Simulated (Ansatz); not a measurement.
**WC: from a starting cell to a relaxed one**

The start is a generated cell, WC built in the FeSi structure type. A full variable-cell relaxation at zero pressure is run with PBE (plane waves to 420 eV, PAW, scalar-relativistic; Ansatz, a first-principles code). First-step values are on the input's coarse k-mesh.

Ansatz input (later rounds restart from its end on a renewed k-mesh):
Ansatz 0.2 input:
```yaml
crystal:
  lattice:
    - [4.416278, 0, 0]
    - [0, 4.416278, 0]
    - [0, 0, 4.416278]
  atoms:
    - { symbol: W, position: [0.13652, 0.13652, 0.13652] }
    - { symbol: W, position: [0.63652, 0.36348, 0.86348] }
    - { symbol: W, position: [0.86348, 0.63652, 0.36348] }
    - { symbol: W, position: [0.36348, 0.86348, 0.63652] }
    - { symbol: C, position: [0.8424, 0.8424, 0.8424] }
    - { symbol: C, position: [0.3424, 0.6576, 0.1576] }
    - { symbol: C, position: [0.1576, 0.3424, 0.6576] }
    - { symbol: C, position: [0.6576, 0.1576, 0.3424] }
basis: { ecutwfc: 420, ecutrho_ratio: 4, xc_grid: 2, fft_grid_basis: typed }
kpoints: { mp_grid: { grid: [5, 5, 5] } }
hamiltonian:
  xc: pbe
  dispersion: none
  pseudopotentials: { azcp: { folder: ./paw }, kind: paw }
scf: { occupations: { method: fermi_dirac, width: 0.05 } }
relax: { f_tol: 0.01, max_steps: 100, cell: { stress_tol: 0.02 } }
output: { forces: true, stress: true }
```

```json
{
 "largest_initial_force": "about 0.2 eV/Å, on C5, C6, C7, C8 (atoms numbered as listed)",
 "energy_released": "under 0.01 eV/atom",
 "volume_change": "-0.9 %, from 10.77 to 10.67 Å³/atom",
 "band_gap_at_the_end": "no gap (metallic)",
 "optimiser_moves": "8"
}
```

It ends as:

Space group P2₁3 (No. 198); a = b = c = 4.4035 Å, α = β = γ = 90.00°

```tsv
atom	site	symmetry	x	y	z
W	4a	.3.	0.1384	0.1384	0.1384
C	4a	.3.	0.8478	0.8478	0.8478
```

Final values are on a 11×11×11 k-mesh of the relaxed cell. No spin polarisation in the result.

The run could not lose the symmetry of its start; a randomly shaken copy of 8 atoms returns to this structure.

The relaxed structure here is a generated cell of WC: the first start was made by placing the elements on the sites of a structure type, and the end was not matched to a known phase here, so it may be hypothetical. Known forms of WC include space group No. 187.
